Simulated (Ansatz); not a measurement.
Data:

CdSe:
Space group F-43m (No. 216); a = b = c = 6.007 Å, α = β = γ = 90.00°

| atom | site | symmetry | x | y | z |
|---|---|---|---|---|---|
| Se | 4c | -43m | 0.2500 | 0.2500 | 0.2500 |
| Cd | 4a | -43m | 0.0000 | 0.0000 | 0.0000 |
(The calculation used a cell of 2 atoms; values per cell refer to that cell.)

This is the LDA-relaxed structure.

### Question
All from LDA (plane waves, PAW; program Ansatz), unless another level is named. Estimate the hole effective mass, band 3 of 3 at the edge.

### Answer
0.041 along [100], 0.039 along [110], 0.038 along [111] (mₑ).

### Question
What about the hole effective mass, band 2 of 3 at the edge?

### Answer
0.62 along [100], 0.62 along [110], 1.3 along [111] (mₑ).

### Question
Next, the band gap?

### Answer
0.40 eV (direct).

### Question
Predict the weight of the valence-edge state by species (Voronoi cells).

### Answer
Se 81 %, Cd 19 %.

Symmetry was held in the LDA relaxation; phonons on a q-mesh show no instability. Spin–orbit coupling is left out wherever it is not named.

Potentials: the later of the program's two PAW sets.
